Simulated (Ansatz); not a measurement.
Zn: checking dH/dP = V

These are results of DFT r2SCAN, scalar-relativistic, plane waves, PAW in Ansatz 0.2.0, not measurements. Settings: 500 eV cutoff, 18×18×8 k-mesh, Gaussian smearing of 0.10 eV, no spin polarisation.

The relaxed crystal:

```xyz
2
Lattice="2.5953 0.0000 0.0000 -1.2976 2.2476 0.0000 0.0000 0.0000 4.9907" Properties=species:S:1:pos:R:3 pbc="T T T"
Zn    0.0000    1.4984    1.2477
Zn    1.2976    0.7492    3.7430
```

Cell and atoms were relaxed at each target pressure within the start's symmetry (P6_3/mmc), at zero temperature; other phases can be more stable under pressure. H = E + PV with P the target; E is the free energy at the smearing used, whose derivative the pressure is, per atom and counted from zero pressure. The mesh named is that at zero pressure; some other pressures ran on another.

```csv
P (GPa),V (Å³/atom),E − E0 (meV),H − H0 (meV)
0,14.555,0.0,0.0
3,13.952,5.1,266.3
8,13.311,26.3,691.0
15,12.504,76.1,1246.8
30,11.574,203.8,2371.0
60,10.411,521.2,4420.0
```

Question: Thermodynamics gives dH/dP = V along a relaxed path. Integrate V over P by the trapezoid rule and compare with the computed enthalpies.

Answer: With 1 eV/Å³ = 160.22 GPa, each step adds the mean volume times ΔP / 160.22:
```csv
P (GPa),∫V dP (meV),H − H0 (meV),difference (meV)
3,266.9,266.3,0.6
8,692.3,691.0,1.4
15,1256.2,1246.8,9.4
30,2383.4,2371.0,12.4
60,4441.7,4420.0,21.7
```

V(P) curves upward, so the trapezoid rule runs high; integrating a smooth curve through the same points (P as a polynomial of degree 4 in ln V) puts that excess at about 13.8 meV at 60 GPa, against the 21.7 meV found. What is left comes from the shape of V(P) between points this far apart, and from the mesh, the smearing and the stress tolerance.

Question: At 60 GPa, how much of the enthalpy change is stored energy and how much is the PV term?

Answer: E rises by 521 meV/atom and PV is 60 × 10.411 / 160.22 = 3899 meV/atom, so PV makes 88 % of ΔH. So between rival structures at high pressure a small difference in volume can outweigh the difference in energy: 1 % of this volume is worth 39.0 meV/atom at this pressure.

Question: What bulk modulus do the lowest pressures give, and how is the compression shared among the axes?

Answer: From the pressures that the runs reached, -3.03 GPa (15.275 Å³) and 2.96 GPa (13.952 Å³), B = −ΔP/Δln V = 5.99 / 0.0906 = 66 GPa, a mean over that range. The linear compressibilities −Δln(length)/ΔP are 1.55 along a, 1.55 along b, 12.02 along c (in TPa⁻¹). With fixed angles they add up to 1/B: 15.12 against 15.12. Softest: c, at 80 % of the volume change per axis.